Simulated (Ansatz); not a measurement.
Consider the following.

NaCl (rock salt) is sheared across one {100} plane: the third cell vector gains the shift, so faults repeat every 8.4 Å. The cut lies between planes 2.80 Å apart; the cell height is held.

```
CELL_PARAMETERS angstrom
      3.96526     0.00000     0.00000
      0.00000     3.96526     0.00000
      1.98263     1.98263     8.41158
ATOMIC_POSITIONS crystal
  Cl 0.00000 0.00000 0.83333
  Cl 0.33333 0.33333 0.16667
  Cl 0.66667 0.66667 0.50000
  Na 0.50000 0.50000 0.83333
  Na 0.83333 0.83333 0.16667
  Na 0.16667 0.16667 0.50000
```

In-plane vectors a = (3.965, 0.000) Å, b = (0.000, 3.965) Å, area 15.72 Å². The shift is s times the vector a (length 3.965 Å), so s = 1 restores the start. Atoms relax along the normal only. γ = [E(shift) − E(0)] / area.

Level of theory: r2SCAN (plane waves to 500 eV, PAW, scalar-relativistic; Ansatz, a quantum-chemistry and plane-wave program). k mesh 7×7×7 (Γ-centred), Fermi-Dirac smearing 0.05 eV. Energies are extrapolated to zero smearing. Faults lie only 8.4 Å apart, and holding the cell height raises γ above its relaxed value. NaCl was relaxed with its symmetry unable to fall. The zero of γ is zero shift.

The scan covers s from 0.000 to 0.917 in 12 points.

**Question.** At which s is γ highest?

**Answer.** s = 0.500.

**Question.** Does γ have a local minimum between the ends of the line, and at which s?

**Answer.** No computed point is one.

**Question.** What is the highest γ among twelve even steps of s?

**Answer.** 410 mJ/m².

(The slope of γ gives the shear force per area between the displaced halves; near zero shift its curvature is an elastic stiffness.)
